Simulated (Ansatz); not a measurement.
AlN:
```cif
data_Al2N2
_chemical_formula_sum 'Al2 N2'
_space_group_name_H-M_alt 'P 1'
_space_group_IT_number 1
_cell_length_a 3.10655
_cell_length_b 3.10655
_cell_length_c 4.97815
_cell_angle_alpha 90.000
_cell_angle_beta 90.000
_cell_angle_gamma 120.000
loop_
_space_group_symop_operation_xyz
  'x, y, z'
loop_
_atom_site_label
_atom_site_type_symbol
_atom_site_fract_x
_atom_site_fract_y
_atom_site_fract_z
_atom_site_occupancy
Al1 Al 0.66667 0.33333 0.49920 1
Al2 Al 0.33333 0.66667 0.99920 1
N1 N 0.66667 0.33333 0.88080 1
N2 N 0.33333 0.66667 0.38080 1
```

Relaxed with r²SCAN.

Question: Which orbitals make up the states near the band edges in r²SCAN in the plane-wave PAW code Ansatz?

Answer: Top 1 eV of the valence band: N 2p 91 %, Al 3p 7 %. Bottom 1 eV of the conduction band: Al 3p 38 %, N 2s 29 %, Al 3s 18 %, N 2p 6 %, outside the projected shells 9 %. Projections are on Löwdin-orthogonalised atomic valence shells; empty p or d shells of many metals are not among them.

Question: Tabulate the density of states.

Answer: States/eV per cell of 4 atoms, in 0.25 eV bins, energy from the valence-band maximum.

```tsv
E (eV)	total	N 2p	Al 3p	Al 3s
-7.85	0.00	0.00	0.00	0.00
-7.60	0.00	0.00	0.00	0.00
-7.35	0.00	0.00	0.00	0.00
-7.10	0.00	0.00	0.00	0.00
-6.85	0.00	0.00	0.00	0.00
-6.60	0.00	0.00	0.00	0.00
-6.35	0.00	0.00	0.00	0.00
-6.10	0.01	0.00	0.00	0.00
-5.85	0.15	0.09	0.04	0.02
-5.60	0.98	0.61	0.19	0.15
-5.35	1.65	1.05	0.32	0.24
-5.10	2.47	1.60	0.44	0.36
-4.85	3.06	1.99	0.55	0.40
-4.60	1.68	1.12	0.24	0.23
-4.35	1.42	0.96	0.18	0.18
-4.10	1.81	1.23	0.25	0.21
-3.85	0.91	0.61	0.14	0.08
-3.60	1.20	0.84	0.19	0.10
-3.35	1.73	1.24	0.29	0.14
-3.10	1.49	1.09	0.24	0.10
-2.85	1.67	1.25	0.26	0.10
-2.60	1.93	1.47	0.30	0.10
-2.35	2.00	1.55	0.30	0.09
-2.10	2.45	1.94	0.37	0.08
-1.85	2.67	2.17	0.37	0.08
-1.60	2.80	2.32	0.36	0.07
-1.35	3.52	2.99	0.40	0.07
-1.10	3.75	3.27	0.37	0.05
-0.85	4.68	4.18	0.39	0.03
-0.60	2.44	2.25	0.13	0.01
-0.35	1.33	1.25	0.04	0.00
-0.10	0.21	0.20	0.00	0.00
0.15	0.00	0.00	0.00	0.00
0.40	0.00	0.00	0.00	0.00
0.65	0.00	0.00	0.00	0.00
0.90	0.00	0.00	0.00	0.00
1.15	0.00	0.00	0.00	0.00
1.40	0.00	0.00	0.00	0.00
1.65	0.00	0.00	0.00	0.00
1.90	0.00	0.00	0.00	0.00
2.15	0.00	0.00	0.00	0.00
2.40	0.00	0.00	0.00	0.00
2.65	0.00	0.00	0.00	0.00
2.90	0.00	0.00	0.00	0.00
3.15	0.00	0.00	0.00	0.00
3.40	0.00	0.00	0.00	0.00
3.65	0.00	0.00	0.00	0.00
3.90	0.00	0.00	0.00	0.00
4.15	0.00	0.00	0.00	0.00
4.40	0.00	0.00	0.00	0.00
4.65	0.00	0.00	0.00	0.00
4.90	0.00	0.00	0.00	0.00
5.15	0.02	0.00	0.00	0.01
5.40	0.04	0.00	0.01	0.02
5.65	0.11	0.01	0.04	0.02
5.90	0.59	0.04	0.32	0.04
6.15	1.08	0.10	0.59	0.06
6.40	1.51	0.16	0.82	0.08
6.65	1.75	0.19	0.93	0.10
6.90	2.20	0.26	1.14	0.12
7.15	2.03	0.27	1.05	0.10
7.40	1.58	0.23	0.82	0.07
7.65	1.18	0.18	0.60	0.07
7.90	1.28	0.20	0.62	0.08
8.15	0.95	0.16	0.46	0.07
8.40	0.77	0.13	0.36	0.07
8.65	0.65	0.10	0.29	0.08
8.90	0.51	0.09	0.20	0.09
9.15	0.85	0.11	0.26	0.21
9.40	1.54	0.20	0.55	0.32
9.65	1.97	0.26	0.80	0.34
```

Space group P6_3mc (wurtzite). The cell was relaxed with r²SCAN under the symmetry of its start; phonons on a q-mesh show no instability.

Potentials: the earlier of the program's two PAW sets.
